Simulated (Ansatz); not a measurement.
Bi (Im-3m), stationary points along a deformation path

These are results of DFT LDA, scalar-relativistic, plane waves, PAW in Ansatz, not measurements. Cutoff 420 eV, Γ-centred 18×18×18 k-points, Gaussian smearing of 0.15 eV. Spin–orbit coupling is left out, which can shift energies with elements as heavy as these. No spin polarisation. Energies are free energies at this smearing, counted from the undisturbed cell; pressure is positive in compression.

Zero of the scan (as given, not relaxed at this level; it stands at -3.2 GPa; this bcc form isn't the usual structure):

```
CELL_PARAMETERS angstrom
-1.98143 1.98143 1.98143
1.98143 -1.98143 1.98143
1.98143 1.98143 -1.98143
ATOMIC_POSITIONS crystal
Bi 0.00000 0.00000 0.00000
```

At fixed volume and fractional coordinates, lengths along (0.577, 0.577, 0.577) are scaled against those across it; ρ is that ratio over its starting value. V = 31.117 Å³/atom. Δσ is the stress along the axis less the mean stress across it (compression positive).

| ρ | ΔE (meV/atom) | Δσ (GPa) | space group |
| --- | --- | --- | --- |
| 0.500 | 5279.0 | 218.06 | R-3m |
| 0.600 | 1885.0 | 80.41 | R-3m |
| 0.710 | 654.4 | 37.77 | R-3m |
| 0.850 | 104.4 | 12.00 | R-3m |
| 1.000 | 0.0 | 0.00 | Im-3m |
| 1.200 | 32.7 | 0.01 | R-3m |
| 1.410 | -12.3 | 2.73 | R-3m |
| 2.000 | -80.9 | 0.00 | Pm-3m |

How does the stress give the slope of the energy, and where is the energy stationary?

Along the path d ln(length) is 2/3 d ln ρ on the axis and −1/3 d ln ρ across it, so dE/d ln ρ = −(2/3) V Δσ: the energy falls with ρ where Δσ is positive. Δσ vanishes or changes sign at ρ = 1.000 (Im-3m), a stationary point at 0.0 meV/atom; at ρ = 1.200 (R-3m), a stationary point at 32.7 meV/atom; at ρ = 2.000 (Pm-3m, an end of the scan), at -80.9 meV/atom. Pairs of stationary points between two samples would go unseen, and could change a minimum read from distant neighbours into a maximum. At ρ = 1.000, 2.000 the cell is cubic, where symmetry alone makes the stress isotropic and the slope zero.

Is the start the lowest point of the path?

No: ρ = 2.000 lies 80.9 meV/atom lower, behind a rise of at least 32.7 meV/atom. Volume and inner coordinates are held, so a relaxed structure there would lie lower still.

In a metal these slopes depend on the k mesh and the smearing.